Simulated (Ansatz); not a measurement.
Ansatz input file:

```yaml
crystal:
  lattice:
    - [16.38358977, 0.0, 0.0]
    - [0.0, 3.46873993, 0.0]
    - [0.0, 0.0, 6.20484438]
  atoms:
    - { symbol: Ge, position: [0.42921336, 0.25, 0.93748755] }
    - { symbol: Ge, position: [0.73196021, 0.25, 0.84020677] }
    - { symbol: Ge, position: [0.57078664, 0.75, 0.06251245] }
    - { symbol: Ge, position: [0.92921336, 0.25, 0.56251245] }
    - { symbol: Ge, position: [0.38849863, 0.75, 0.41148181] }
    - { symbol: Ge, position: [0.61150137, 0.25, 0.58851819] }
    - { symbol: Ge, position: [0.07078664, 0.75, 0.43748755] }
    - { symbol: Ge, position: [0.76803979, 0.75, 0.34020677] }
    - { symbol: Ge, position: [0.26803979, 0.75, 0.15979323] }
    - { symbol: Ge, position: [0.23196021, 0.25, 0.65979323] }
    - { symbol: Ge, position: [0.88849863, 0.75, 0.08851819] }
    - { symbol: Ge, position: [0.11150137, 0.25, 0.91148181] }
    - { symbol: Pt, position: [0.67073884, 0.25, 0.20803928] }
    - { symbol: Pt, position: [0.99319301, 0.25, 0.19645512] }
    - { symbol: Pt, position: [0.17073884, 0.25, 0.29196072] }
    - { symbol: Pt, position: [0.50680699, 0.75, 0.69645512] }
    - { symbol: Pt, position: [0.49319301, 0.25, 0.30354488] }
    - { symbol: Pt, position: [0.82926116, 0.75, 0.70803928] }
    - { symbol: Pt, position: [0.32926116, 0.75, 0.79196072] }
    - { symbol: Pt, position: [0.00680699, 0.75, 0.80354488] }
basis:
  ecutwfc: 500
kpoints:
  mp_grid: { grid: [1, 6, 4] }
hamiltonian:
  xc: r2scan
scf:
  occupations: { method: gaussian, width: 0.1 }
output:
  forces: true
  stress: true
  eigenvalues: true
```

Run as
```bash
ansatz run input.yaml --threads 4 --pin off --max-ram 10240MiB --backend cpu --events-out ev --progress --plain --runs-dir out
```

Level of theory: Ansatz, DFT r2SCAN, scalar-relativistic, plane waves, PAW.

From the run's log, abridged (final results; tables in files aren't shown):

```
SCF 1 converged in 10 iterations: F = -151937.267889 eV  dr2 = 2.65e-8
SCF converged after 10 iterations
Free energy (F): -151937.267889 eV
Harris-Foulkes:  -151937.267889 eV  (|F-HF|=5.60e-8)
Internal energy: -151937.245149 eV  (E = F + TS)
E sigma→0 (E₀):  -151937.256519 eV
Entropy (-TS):   -0.022741 eV (-1.137 meV/atom)
Fermi energy:    14.745742 eV
--- Per-component energies (eV) ---
  E_band       = -3292.615184
  E_kinetic    = 6443.077809
  E_local      = -41724.095754  (includes V_loc(G=0)·N_el)
  E_nonlocal   = 6637.096100
  E_hartree    = 17469.004808
  E_xc         = -2839.956373
  E_vxc        = -3533.982908  (∫ρ·V_xc dr)
  E_paw        = -100240.319125  (= ΣΔE_a)
  E_vpaw       = -6274.766992  (= ΣTr[D̂ρ^β])
  E_aug_tail   = 0.001421  (compensation charges beyond the density's cutoff)
  E_vtau       = 222.037330  (kinetic-family band-sum trace: ∫τ·v_τ [+ j·A + Jᵃ·Aᵃ] dr)
  E_ewald      = -37667.172891
  E_core_change = -14.881145  (= ΣΔE_core)
  E_smearing   = -0.022741  (= −TS)
--- Forces (eV/Å), atoms counted from 1 ---
  atom   1  Ge     0.12557127     0.00000000    -0.03389736
  atom   2  Ge     0.01555058     0.00000000    -0.00955104
  atom   3  Ge    -0.12557127     0.00000000     0.03389736
  atom   4  Ge     0.12557127     0.00000000     0.03389736
  atom   5  Ge     0.12249812     0.00000000     0.00261963
  atom   6  Ge    -0.12249812     0.00000000    -0.00261963
  atom   7  Ge    -0.12557127     0.00000000    -0.03389736
  atom   8  Ge    -0.01555058     0.00000000    -0.00955104
  atom   9  Ge    -0.01555058     0.00000000     0.00955104
  atom  10  Ge     0.01555058     0.00000000     0.00955104
  atom  11  Ge     0.12249812     0.00000000    -0.00261963
  atom  12  Ge    -0.12249812     0.00000000     0.00261963
  atom  13  Pt    -0.00426465     0.00000000     0.05242189
  atom  14  Pt    -0.02059894     0.00000000    -0.02544463
  atom  15  Pt    -0.00426465     0.00000000    -0.05242189
  atom  16  Pt     0.02059894     0.00000000    -0.02544463
  atom  17  Pt    -0.02059894     0.00000000     0.02544463
  atom  18  Pt     0.00426465     0.00000000     0.05242189
  atom  19  Pt     0.00426465     0.00000000    -0.05242189
  atom  20  Pt     0.02059894     0.00000000     0.02544463
--- Stress (GPa, compression-positive) ---
       -0.174323       0.000000       0.000000
        0.000000       0.102599       0.000000
        0.000000       0.000000      -0.023479
  P = ⅓ Tr σ = -0.0317 GPa (-0.317 kbar)
--- Band table (eV; the first three rows and the last of 12) ---
  k-point 0: bands = ["-86.2889", "-86.2889", "-86.2849", "-86.2849", "-86.2040", "-86.2040", "-86.2040", "-86.2040", "-39.9874", "-39.9874", "-39.9644", "-39.9643", "-39.9545", "-39.9544", "-39.9147", "-39.9147", "-39.8764", "-39.8764", "-39.8759", "-39.8759", "-39.8605", "-39.8605", "-39.8292", "-39.8292", "-39.8070", "-39.8069", "-39.8068", "-39.8067", "-39.8028", "-39.8027", "-39.8026", "-39.8026", "-10.7642", "-10.7640", "-10.7460", "-10.7459", "-10.7290", "-10.7289", "-10.7287", "-10.7286", "-10.7046", "-10.7045", "-10.7004", "-10.7002", "-10.6923", "-10.6921", "-10.6786", "-10.6785", "-10.6744", "-10.6743", "-10.6729", "-10.6728", "-10.5325", "-10.5311", "-10.5282", "-10.5269", "-10.4 ...
  k-point 1: bands = ["-86.2889", "-86.2889", "-86.2849", "-86.2849", "-86.2040", "-86.2040", "-86.2040", "-86.2040", "-39.9866", "-39.9866", "-39.9643", "-39.9642", "-39.9546", "-39.9546", "-39.9156", "-39.9156", "-39.8764", "-39.8764", "-39.8759", "-39.8759", "-39.8604", "-39.8604", "-39.8293", "-39.8293", "-39.8070", "-39.8069", "-39.8068", "-39.8067", "-39.8028", "-39.8028", "-39.8026", "-39.8026", "-10.7642", "-10.7640", "-10.7460", "-10.7459", "-10.7290", "-10.7289", "-10.7287", "-10.7287", "-10.7045", "-10.7045", "-10.7005", "-10.7004", "-10.6921", "-10.6920", "-10.6785", "-10.6784", "-10.6744", "-10.6743", "-10.6728", "-10.6728", "-10.5319", "-10.5305", "-10.5289", "-10.5276", "-10.4 ...
  k-point 2: bands = ["-86.2889", "-86.2889", "-86.2849", "-86.2849", "-86.2040", "-86.2040", "-86.2040", "-86.2040", "-39.9858", "-39.9858", "-39.9641", "-39.9641", "-39.9547", "-39.9547", "-39.9164", "-39.9164", "-39.8764", "-39.8764", "-39.8758", "-39.8758", "-39.8603", "-39.8603", "-39.8294", "-39.8294", "-39.8069", "-39.8069", "-39.8068", "-39.8068", "-39.8028", "-39.8028", "-39.8026", "-39.8026", "-10.7641", "-10.7641", "-10.7459", "-10.7459", "-10.7289", "-10.7289", "-10.7287", "-10.7287", "-10.7045", "-10.7045", "-10.7006", "-10.7006", "-10.6920", "-10.6920", "-10.6784", "-10.6784", "-10.6743", "-10.6743", "-10.6728", "-10.6728", "-10.5304", "-10.5304", "-10.5291", "-10.5291", "-10.4 ...
  k-point 11: bands = ["-86.2865", "-86.2865", "-86.2865", "-86.2865", "-86.2036", "-86.2036", "-86.2036", "-86.2036", "-39.9587", "-39.9587", "-39.9587", "-39.9587", "-39.9573", "-39.9573", "-39.9573", "-39.9573", "-39.8747", "-39.8747", "-39.8747", "-39.8747", "-39.8552", "-39.8552", "-39.8552", "-39.8552", "-39.8227", "-39.8227", "-39.8227", "-39.8227", "-39.8054", "-39.8054", "-39.8054", "-39.8054", "-10.7565", "-10.7565", "-10.7565", "-10.7565", "-10.7203", "-10.7203", "-10.7202", "-10.7202", "-10.7049", "-10.7049", "-10.7048", "-10.7048", "-10.6761", "-10.6761", "-10.6761", "-10.6761", "-10.6724", "-10.6724", "-10.6723", "-10.6723", "-10.5187", "-10.5187", "-10.5183", "-10.5183", "-10. ...
```

The calculation finished and met its thresholds.

It took 19 s on 4 threads of Intel(R) Xeon(R) Platinum 8488C (Sapphire Rapids) (shared host), peak memory 2.7 GiB.

The k mesh is coarse. Spin–orbit coupling is left out, which can shift energies with elements as heavy as these.